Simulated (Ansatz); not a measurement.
## Ta₄N₃ (I4/mmm): electronic heat capacity and spin susceptibility from the density of states

Level of theory: Ansatz, DFT r2SCAN, scalar-relativistic, plane waves, PAW.

Cutoff 500 eV; k points 12×12×12 on the computed 7-atom cell (Γ-centred); Gaussian smearing, width 0.10 eV; no spin polarisation.

Relaxed cell: I4/mmm, a = 4.380 Å, b = 4.380 Å, c = 8.580 Å, α = 90.00°, β = 90.00°, γ = 90.00°, 7 atoms in the primitive cell. Whether it is the stable form of this composition wasn't checked.

The density of states at the Fermi level is 1.900 states/eV in the cell of 7 atoms (1 formula unit; both spins, tetrahedra on a 18×18×18 mesh).

What Sommerfeld coefficient and Pauli susceptibility does this give?

Per formula unit N(E_F) = 1.900 states/eV. γ = (π²/3) k_B² N(E_F) N_A = 2.357 mJ/(mol K²) per state/eV, so γ = 4.5 mJ/(mol K²), a mole of formula units. χ_P = μ_B² N(E_F) N_A = 3.23×10⁻⁵ emu/mol per state/eV gives 6.1×10⁻⁵ emu/mol. This is the bare band result: a measured γ of the same phase is as a rule larger by a factor 1 + λ from phonons and spin fluctuations, the spin part of χ is larger by the Stoner factor, and a measured χ also holds orbital and core terms. N(E_F) at one energy is sensitive to the mesh where the density of states has sharp peaks.

Spin-orbit coupling is left out, which matters for the bands of heavy elements.

Cost: 1 run of about 4.7 core-minutes, on Oxide Virtual Turin-like Processor (Zen 5) (shared hosts).